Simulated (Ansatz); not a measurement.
## Structure relaxation, Pt

The start is a relaxed Pt cell displaced along its unstable phonon at q = (0, 0, ½) of its primitive reciprocal cell (23i cm⁻¹), largest move 0.15 Å. The cell and all atomic positions are relaxed at zero pressure with r2SCAN (plane waves to 500 eV, PAW, scalar-relativistic; Ansatz, a program for electronic structure). The first steps use a coarse 14×14×6 k-mesh.

Input geometry:
```
Pt
1.0
    2.66964     0.00000     0.00000
   -1.33482     2.31197     0.00000
    0.00000     0.00000     5.34001
Pt
2
Direct
  0.96756   0.93512   0.00000
  0.03244   0.06488   0.50000
```

```yaml
largest_initial_force: 0.11 eV/Å, on Pt1, Pt2 (atoms numbered as listed)
relative_to_the_parent: It relaxes back to the parent, P6/mmm (No. 191)
Shortest distances (start → end): "The closest pairs of elements (up to four, under 3.6 Å), start → end: Pt–Pt 2.67 → 2.67 Å"
band_gap_at_the_end: no gap (metallic)
optimiser_moves: 7
```

Final structure:

```cif
data_Pt
_chemical_formula_sum 'Pt1'
_space_group_name_H-M_alt 'P6/mmm'
_space_group_IT_number 191
_space_group_name_Hall '-P 6 2'
_cell_length_a 2.66963
_cell_length_b 2.66963
_cell_length_c 2.67000
_cell_angle_alpha 90.000
_cell_angle_beta 90.000
_cell_angle_gamma 120.000
loop_
_atom_site_label
_atom_site_type_symbol
_atom_site_symmetry_multiplicity
_atom_site_Wyckoff_symbol
_atom_site_fract_x
_atom_site_fract_y
_atom_site_fract_z
_atom_site_occupancy
Pt1 Pt 1 a 0.00000 0.00000 0.00000 1
```

Final values are on a 20×20×17 k-mesh of the relaxed cell. No spin polarisation in the result.

The run could not lose the symmetry of its start: the end is stationary, and may be a saddle point rather than a minimum.

The relaxed structure here is a generated cell of Pt: the first start was made by placing the elements on the sites of a structure type, and the end was not matched to a known phase here, so it may be hypothetical. Known forms of Pt include space group No. 225.
